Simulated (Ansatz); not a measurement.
# Pressure against volume in Li₄TmGe

The cell was found from a structure generator's guess, not taken from experiment.

Level of theory: DFT PBE, scalar-relativistic, plane waves, PAW, and for the lanthanide a 4f-in-core norm-conserving potential, in Ansatz 0.2.0. Settings of the last relaxation (6-atom cell): 690 eV, 8×8×8 k points, Gaussian smearing of 0.10 eV, no spin polarisation.

```cif
data_structure
_symmetry_space_group_name_H-M 'Cmmm'
_symmetry_Int_Tables_number 65
_cell_length_a 4.1468
_cell_length_b 13.7878
_cell_length_c 4.1321
_cell_angle_alpha 90.000
_cell_angle_beta 90.000
_cell_angle_gamma 90.000
_cell_volume 236.25
loop_
_atom_site_label
_atom_site_type_symbol
_atom_site_symmetry_multiplicity
_atom_site_Wyckoff_symbol
_atom_site_fract_x
_atom_site_fract_y
_atom_site_fract_z
_atom_site_occupancy
Li1 Li 4 i 0.50000 0.16522 0.00000 1
Li2 Li 4 j 0.00000 0.17141 0.50000 1
Tm1 Tm 2 c 0.50000 0.00000 0.50000 1
Ge1 Ge 2 a 0.00000 0.00000 0.00000 1
```

The cell was set to several volumes, with shape and atoms relaxed at each where symmetry leaves them free. Pressure is positive in compression, and energies count from the lowest row. No row has a gap on its mesh.

```csv
row,V (Å³/atom),P (GPa),ΔE (meV/atom)
1,17.325,4.12,27.4
2,17.916,2.91,14.6
3,18.507,?,?
4,19.097,0.88,1.5
5,19.688,0.00,0.0
6,20.278,-0.74,1.4
7,20.869,-1.39,5.4
8,21.657,-2.16,14.2
```

Question: Find B = −V·ΔP/ΔV from rows 4 and 6 and from rows 1 and 2, and from the two its slope B′ and its value B0 at zero pressure.

Answer: Rows 4 and 6 give −(19.097 + 20.278)/2 × (-0.74 − (0.88))/(20.278 − 19.097) = 27.0 GPa at a mean pressure of 0.07 GPa. Rows 1 and 2 give −(17.325 + 17.916)/2 × (2.91 − (4.12))/(17.916 − 17.325) = 36.1 GPa at a mean pressure of 3.52 GPa. So B′ = (36.1 − 27.0)/(3.52 − (0.07)) = 2.64 and B0 = 27.0 − 2.64 × (0.07) = 26.8 GPa. A third-order Birch–Murnaghan fit to all the energies gives B0 = 26.1 GPa and B′ = 3.3.

Question: Estimate the pressure and energy of row 3.

Answer: From row 5, V0 = 19.688 × (1 + (0.00)/26.8) = 19.688 Å³/atom. Murnaghan's form P = (B0/B′)·[(V0/V)^B′ − 1] gives (26.8/2.64) × [(19.688/18.507)^2.64 − 1] = 1.80 GPa; the computed pressure is 1.80 GPa, so the estimate is off by 0.00 GPa. The work of compression from row 4, with the mean of the two pressures, gives ΔE = 1.5 + (1.80 + 0.88)/2 × (19.097 − 18.507)/160.2 × 1000 = 6.4 meV/atom (1 eV/Å³ = 160.2 GPa); the computed value is 6.1 meV/atom.

All volumes keep the k mesh of the relaxed cell. A later test with randomly moved atoms came back to the same energy, though modes that don't fit the test's cell weren't probed.

The lanthanide is trivalent by construction, without f bands, f moments or other valences.
